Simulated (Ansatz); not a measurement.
Relaxed candidate structures of PRu:

A. Pnma (No. 62), oP8; a = 5.4912 Å, b = 3.1178 Å, c = 6.1446 Å, α = 90.00°, β = 90.00°, γ = 90.00°; P 4c (0.190, 0.250, 0.437); Ru 4c (0.004, 0.750, 0.205)

B. Pm-3m (No. 221), cP2, CsCl type; a = b = c = 2.917 Å, α = β = γ = 90.00°; P 1a (0.000, 0.000, 0.000); Ru 1b (0.500, 0.500, 0.500)

Put the candidates in order of energy per atom, lowest first, for PBEsol (plane waves to 420 eV, PAW, scalar-relativistic; Ansatz, a quantum-chemistry and plane-wave program).

A (reference, the lowest among the structures calculated here), B (+0.33 eV/atom)

Each run could gain symmetry but not lose that of its start, so entries can be saddle points. From databases, or of a type measured for this composition: Pnma, oP8; the others are generated cells (placed on structure types, drawn at random, substituted or restacked) that were not matched to a known phase here. Energies are at zero temperature and pressure, without zero-point motion. No spin polarisation in the result.
